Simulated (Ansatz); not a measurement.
Zr₂SiN in space group P6_3/mmc (No. 194; Zr on 4f, Si on 2d, N on 2a) under volume change, DFT-PBEsol in the program Ansatz with PAW potentials, shape and atoms relaxed at each volume.

| V (Å³/atom) | E − E(relaxed) (meV/atom) | P (GPa) |
|---|---|---|
| 13.742 | 77.7 | 19.90 |
| 14.195 | 32.7 | 12.20 |
| 14.649 | 7.7 | 5.63 |
| 15.102 | 0.0 | 0.00 |
| 15.555 | 7.0 | -4.81 |
| 16.008 | 26.6 | -8.93 |
| 16.461 | 56.9 | -12.42 |

Q: What does a third-order Birch–Murnaghan fit give for V₀, B₀ and B′?

A: V₀ = 15.10 Å³/atom, B₀ = 173 GPa, B′ = 4.2.

The start of the workflow was typed in or built on a structure type; neither database checked (COD, Materials Project) lists it. Whether it is the stable phase at ambient conditions was not checked. Symmetry was held in the PBEsol relaxation; its stability against distortions is not shown here. No spin polarisation was allowed.

Potentials: the earlier of the program's two PAW sets. The files were generated under PBE; for other functionals the program regenerates the frozen cores, and for LDA and PBEsol the local potential too.
